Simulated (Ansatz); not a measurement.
Co (P63/mmc): couplings from the magnetic force theorem

```
Co
1.0
     2.50740    0.00000    0.00000
    -1.25370    2.17147    0.00000
     0.00000    0.00000    4.06990
Co
2
Direct
  0.33333 0.66667 0.25000
  0.66667 0.33333 0.75000
```

The geometry is a structure as deposited in COD, held fixed and not relaxed.

Functional, mesh and filling: LDA, 12×12×12 k mesh, Fermi–Dirac smearing of 0.08 eV. AE-PAW is all-electron PAW in Ansatz 0.2.0 on datasets made for the crystal. Site moments are integrated in spheres about the atoms. Start moments (μB): Co1 1.7, Co2 1.7.

Site moments (μB): Co1 1.65, Co2 1.65. Cell moment 3.20 μB.

Couplings come from the force theorem (directions of the magnetic atoms constrained, all else relaxed) on a 12×12×12 mesh, with E = −Σ J e_i·e_j over ordered pairs of unit vectors, so positive J favours parallel moments.

| pair | count | J AE-PAW (meV) | J, frozen-core files (meV) |
| --- | --- | --- | --- |
| Co1–Co at 2.50 Å | 6 | +18.41 | +18.11 |
| Co1–Co at 2.51 Å | 6 | +17.22 | +16.95 |
| Co1–Co at 3.54 Å | 6 | +1.45 | +1.44 |
| Co1–Co at 4.07 Å | 2 | +4.42 | +4.36 |
| Co1–Co at 4.34 Å, set 1 | 12 | +1.16 | +1.15 |
| Co1–Co at 4.34 Å, set 2 | 6 | +1.64 | +1.62 |
| Co1–Co at 4.78 Å | 12 | -1.26 | -1.25 |
| Co1–Co at 5.01 Å | 6 | -2.39 | -2.36 |
| Co1–Co at 5.60 Å | 12 | +0.19 | +0.19 |
| Co1–Co at 5.95 Å | 12 | +0.05 | +0.05 |
| Co1–Co at 6.14 Å | 6 | +0.42 | +0.41 |
| Co1–Co at 6.27 Å | 6 | +0.19 | +0.19 |

Pairs at one distance with different couplings are listed as sets.

Task: What ordering temperature follows for classical moments?

Result: 1710 K in mean field, and 1260 K by Tyablikov's decoupling, from all shells, not only those listed. Mean field overestimates it as a rule, and the couplings show only that this order is stable against small turns, not that no other order lies lower.

The couplings come from one mesh, and their convergence in k wasn't tested.

The Ansatz runs typed with the search for lower states off end where their start leads. The program couldn't verify every level among the many empty bands that the force theorem sums over. The magnetic state is the one that this cell and start allow. It needn't be the compound's measured order, which may need a larger cell or be absent.
